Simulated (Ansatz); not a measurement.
# Where the states of Cu3Pd lie

Space group P4/mmm (No. 123). a = 3.697 Å, b = 3.697 Å, c = 3.659 Å, α = 90.00°, β = 90.00°, γ = 90.00°
```csv
atom,site,symmetry,x,y,z
Cu,2e,mmm.,0.0000,0.5000,0.5000
Cu,1c,4/mmm,0.5000,0.5000,0.0000
Pd,1a,4/mmm,0.0000,0.0000,0.0000
```

The runs use the primitive cell with vectors (3.697, 0.000, 0.000), (0.000, 3.697, 0.000), (0.000, 0.000, 3.659) Å, to which the k mesh refers.

The geometry is COD entry 1525112, unchecked; take it as a test cell.

Spin polarisation is left out, and whether a magnetic state lies lower isn't shown here.

Theory: DFT, PBEsol, all-electron LAPW, scalar-relativistic (Ansatz 0.2.0).

Numerical set-up: a Γ-centred 11×11×11 k mesh, Fermi–Dirac smearing of 0.05 eV, basis error target 1 meV/atom, no spin polarisation.

(1) Where is the centre of the filled Cu 3d states between -14 eV and the top of the filled states?

(2) Tabulate the density of states.

Answers

(1) -2.42 eV from the Fermi level.

(2) States per eV and cell, averaged over 0.6 eV, from -5.8 to 3.6 eV, with energies (bin centres) from the Fermi level; empty bins are left out. The partial columns, the largest 3 alone, are projections on Löwdin-orthogonalised atomic shells (those that the program's projection atoms carry: the occupied ones and, for some elements, an empty d or f shell; other empty shells have no column), summed over atoms of an element. Weights on diffuse s and p shells depend on that basis and aren't pure angular character.
```csv
E (eV),total,Cu 3d,Pd 4d,Cu 4s
-5.6,1.33,0.21,0.32,0.77
-5.0,3.36,1.16,1.28,0.85
-4.4,4.52,2.16,1.85,0.44
-3.8,8.25,5.02,2.91,0.10
-3.2,7.43,5.51,1.58,0.19
-2.6,13.35,11.36,1.46,0.31
-2.0,11.62,10.24,1.00,0.20
-1.4,11.50,8.59,2.67,0.15
-0.8,6.73,4.01,2.28,0.32
-0.2,1.80,0.72,0.38,0.53
0.4,1.00,0.25,0.13,0.40
1.0,0.78,0.11,0.10,0.24
1.6,1.15,0.12,0.14,0.29
2.2,1.22,0.10,0.10,0.28
2.8,1.02,0.06,0.06,0.20
3.4,0.92,0.04,0.04,0.15
```
